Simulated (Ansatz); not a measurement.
**TiNCl in Ansatz, settings compared**

The command:

```bash
ansatz run input.yaml --threads 1 --pin off --max-ram 2560MiB --backend cpu --events-out ev --progress --plain --runs-dir out
```

The input file (Ansatz 0.2.0, plane waves):

```yaml
crystal:
  lattice:
    - [3.81070724, 0.0, 0.0]
    - [0.0, 3.38293305, 0.0]
    - [0.0, 0.0, 8.09750037]
  atoms:
    - { symbol: "N", position: [0.75, 0.75, 0.9446] }
    - { symbol: "N", position: [0.25, 0.25, 0.0554] }
    - { symbol: Cl, position: [0.25, 0.25, 0.66804] }
    - { symbol: Cl, position: [0.75, 0.75, 0.33196] }
    - { symbol: Ti, position: [0.25, 0.75, 0.88068] }
    - { symbol: Ti, position: [0.75, 0.25, 0.11932] }
  symmetry: { tolerance: 0.0003 }
kpoints:
  mp_grid: { grid: [5, 5, 3], shift: [0, 0, 0] }
magnetization:
  spin_polarized: false
scf:
  occupations: { method: fermi_dirac }
hamiltonian:
  pseudopotentials: { kind: paw }
  xc: r2scan
basis:
  ecutwfc: 500
output:
  forces: true
  stress: true
  eigenvalues: true
  write_density: true
  write_potential: true
  elf: true
  volumetric_format: npy
```

Origin of the cell: a known structure type with other elements, at an estimated volume, so it need not be a known compound.

The smearing width isn't typed, so it takes its default of 0.1 eV.

Output of this run (shortened):

```
Pseudopotentials: kind: paw
Pseudopotential: N, paw, valence charge 5, recommended cutoff 500 eV (meta_gga), N.paw.azcp
Pseudopotential: Cl, paw, valence charge 7, recommended cutoff 500 eV (meta_gga), Cl.paw.azcp
Pseudopotential: Ti, paw, valence charge 12, recommended cutoff 500 eV (meta_gga), Ti.paw.azcp
Functional definition: r2SCAN
  exchange = r2scan_x(k0 = k0, k1 = k1, a1 = a1)
  correlation = r2scan_c
Crystal: 6 atoms, lattice volume = 104.388 Å³
Basis set: ecut = 500 eV, 2649 PW (Γ), exchange–correlation on 120×100×240 points (64 copies of the dense FFT grid, shifted against one another)
Bands: 30, of which v1, the nominal top of the filled ones, is band 24 counted from 1 (23 counted from 0)
Symmetry: 8 space group operations
[… 11 lines left out …]
Initial density: superposition of atomic densities (neutral atoms: chi_scale 0, normalization atom), corrected by the library's trained network
Functional: x = r2scan, c = r2scan; τ floored in thin density (d = 2e-4 eV/Å³)
SCF iter   1: F=—  HF=-7955.571512 eV  Δρ=2.46e-2  dr2=8.47e-1  dr2_τ=3.18e-1
SCF iter   2: F=—  HF=-7955.576838 eV  Δρ=1.59e-2  dr2=2.45e-1  dr2_τ=6.60e-2
SCF iter   3: F=—  HF=-7955.544955 eV  Δρ=3.89e-3  dr2=1.16e-2  dr2_τ=6.92e-4
SCF iter   4: F=—  HF=-7955.545908 eV  Δρ=1.58e-3  dr2=2.84e-3  dr2_τ=3.32e-4
SCF iter   5: F=—  HF=-7955.545651 eV  Δρ=2.92e-4  dr2=1.32e-4  dr2_τ=4.12e-6
SCF iter   6: F=—  HF=-7955.545658 eV  Δρ=9.09e-5  dr2=1.60e-5  dr2_τ=8.78e-7
SCF iter   7: F=—  HF=-7955.545648 eV  Δρ=1.87e-5  dr2=5.10e-7  dr2_τ=2.98e-8
SCF iter   8: F=—  HF=-7955.545648 eV  Δρ=8.67e-6  dr2=1.13e-7  dr2_τ=4.85e-9
SCF iter   9: F=-7955.545648 eV  HF=-7955.545648 eV  Δρ=1.05e-6  dr2=1.12e-9  dr2_τ=1.15e-10
SCF 1 converged in 9 iterations: F = -7955.545648 eV  dr2 = 1.12e-9
SCF converged after 9 iterations
Free energy (F): -7955.545648 eV
Harris-Foulkes:  -7955.545648 eV  (|F-HF|=3.81e-10)
Internal energy: -7955.545285 eV  (E = F + TS)
E sigma→0 (E₀):  -7955.545467 eV
Entropy (-TS):   -0.000363 eV (-0.060 meV/atom)
Fermi energy:    6.639018 eV
--- Per-component energies (eV) ---
  E_band       = -558.656133
  E_kinetic    = 1121.363904
  E_local      = -4713.978935  (includes V_loc(G=0)·N_el)
  E_nonlocal   = 153.786685
  E_hartree    = 1962.123637
  E_xc         = -513.903415
  E_vxc        = -704.817256  (∫ρ·V_xc dr)
  E_paw        = -3698.797871  (= ΣΔE_a)
  E_vpaw       = -381.497603  (= ΣTr[D̂ρ^β])
  E_aug_tail   = 0.000312  (compensation charges beyond the density's cutoff)
  E_vtau       = 42.238526  (kinetic-family band-sum trace: ∫τ·v_τ [+ j·A + Jᵃ·Aᵃ] dr)
  E_ewald      = -2265.300745
  E_core_change = -0.838857  (= ΣΔE_core)
  E_smearing   = -0.000363  (= −TS)
  Σ components = -7955.545648   (vs F -7955.545648, Δ=0.00e0)
--- Forces (eV/Å), atoms counted from 1 ---
  atom   1  N      0.000000     0.000000     1.025351
  atom   2  N      0.000000    -0.000000    -1.025351
  atom   3  Cl     0.000000    -0.000000    -0.305071
  atom   4  Cl     0.000000     0.000000     0.305071
  atom   5  Ti     0.000000     0.000000     2.958648
  atom   6  Ti     0.000000    -0.000000    -2.958648
  max |Σ_I F_I| component: 4.44e-16 eV/Å
--- Stress (GPa, compression-positive) ---
       -5.045744      -0.000000       0.000000
       -0.000000      -6.930929      -0.000000
        0.000000      -0.000000      -7.082100
  P = ⅓ Tr σ = -6.3529 GPa (-63.529 kbar)
```

The same input was run again with these changes:

1. `scf.occupations.method` fermi_dirac → gaussian; `scf.occupations.width` default → 0.025
2. `scf.occupations.method` fermi_dirac → cold; `scf.occupations.width` default → 0.3
3. `basis.ecutrho_ratio` default → 6; `hamiltonian.xc` r2scan → pbesol; `kpoints.mp_grid.shift` [0, 0, 0] → [0.5, 0.5, 0.5]
4. `accuracy` default → many; `scf.max_iter` default → 100

| run | end | SCF iterations | P (GPa) | max force component (eV/Å) | moment (μB) | ΔE(σ→0) (meV/atom) |
| --- | --- | --- | --- | --- | --- | --- |
| base | converged | 9 | -6.35 | 2.959 | – | 0 |
| 1 | converged | 9 | -6.35 | 2.959 | – | -0.02 |
| 2 | converged | 11 | -6.35 | 2.959 | – | -0.02 |
| 3 | converged | 8 | -8.01 | 2.895 | – | – |
| 4 | input refused | 0 | – | – | – | – |

Energies are compared only where functional, datasets, charge and starting cell are the same.

Run 2: wide smearing.

The base run took 6.1 s on 1 thread of Intel(R) Xeon(R) 6975P-C (Granite Rapids), on a shared host, peak memory 0.63 GiB, from the program's own first density.
